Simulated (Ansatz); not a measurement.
A geometry of Mo away from equilibrium: the start of the relaxation of a relaxed Mo cell displaced along its unstable phonon at q = (½, 0, 0) of its primitive reciprocal cell (177i cm⁻¹), largest move 0.15 Å. All values below come from r2SCAN (plane waves to 500 eV, PAW, scalar-relativistic; Ansatz, a program for electronic structure). Γ-centred k-mesh 7×14×13 on the run's cell (coarser than for final values), Fermi–Dirac smearing 0.05 eV.

```xyz
2
Lattice="2.6277 -5.0367 0.0000 1.3139 2.5183 0.0000 0.0000 0.0000 2.5159" Properties=species:S:1:pos:R:3 pbc="T T T"
Mo     0.0000     0.0000     0.1500
Mo     2.6277     0.0000    -0.1500
```

### Question
Give the Cartesian forces on all atoms (eV/Å).

### Answer
| atom | Fx | Fy | Fz |
|---|---|---|---|
| Mo1 | 0.00 | 0.00 | 1.25 |
| Mo2 | 0.00 | 0.00 | -1.25 |

### Question
What is the pressure?

### Answer
-0.8 GPa, compression positive.

No spin polarisation in the result.

The run could not lose the symmetry of its start: the end is stationary, and may be a saddle point rather than a minimum.

The end of the path is a generated cell of Mo: the first start was made by placing the elements on the sites of a structure type, and the end was not matched to a known phase here, so it may be hypothetical. Known forms of Mo include space group No. 229.
